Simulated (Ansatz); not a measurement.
Total density of states per atom from plane-wave PAW LDA (Ansatz code), in 0.25 eV bins, energy from the valence-band maximum:

(E (eV), states/eV/atom): (-7.85, 1.70); (-7.60, 1.04); (-7.35, 0.55); (-7.10, 0.52); (-6.85, 0.45); (-6.60, 0.52); (-6.35, 1.06); (-6.10, 1.41); (-5.85, 0.42); (-5.60, 0.18); (-5.35, 0.05); (-5.10, 0.01); (-4.85, 0.06); (-4.60, 0.11); (-4.35, 0.17); (-4.10, 0.24); (-3.85, 0.39); (-3.60, 0.71); (-3.35, 1.33); (-3.10, 1.18); (-2.85, 1.72); (-2.60, 3.81); (-2.35, 3.04); (-2.10, 4.10); (-1.85, 3.68); (-1.60, 1.41); (-1.35, 1.43); (-1.10, 0.50); (-0.85, 0.62); (-0.60, 1.50); (-0.35, 0.53); (-0.10, 0.14); (0.15, 0.00); (0.40, 0.00); (0.65, 0.00); (0.90, 0.03); (1.15, 0.06); (1.40, 0.10); (1.65, 0.17); (1.90, 0.41); (2.15, 0.60); (2.40, 0.40); (2.65, 0.60); (2.90, 0.55); (3.15, 0.37); (3.40, 0.35); (3.65, 0.26); (3.90, 0.27); (4.15, 0.28); (4.40, 0.25); (4.65, 0.15); (4.90, 0.18); (5.15, 0.35); (5.40, 0.26)

Task: Which of these materials gives this?
A. AlRu, CsCl type
B. CuI, zinc blende
C. Ba, bcc (W type)
D. Cu2O, Pn-3m (Cu on 4c, O on 2a)

Result: D, Cu2O, Pn-3m (Cu on 4c, O on 2a). Top 1 eV of the valence band: Cu 3d 68 %, O 2p 18 %, Cu 4s 13 %. Bottom 1 eV of the conduction band: Cu 3d 36 %, Cu 4s 22 %, O 2s 18 %, O 2p 10 %, outside the projected shells 13 %. Projections are on Löwdin-orthogonalised atomic valence shells; empty p or d shells of many metals are not among them.

The LDA relaxation kept the symmetry of its start. The run is not spin-polarised. No Hubbard U is applied.

Potentials: the later of the program's two PAW sets.
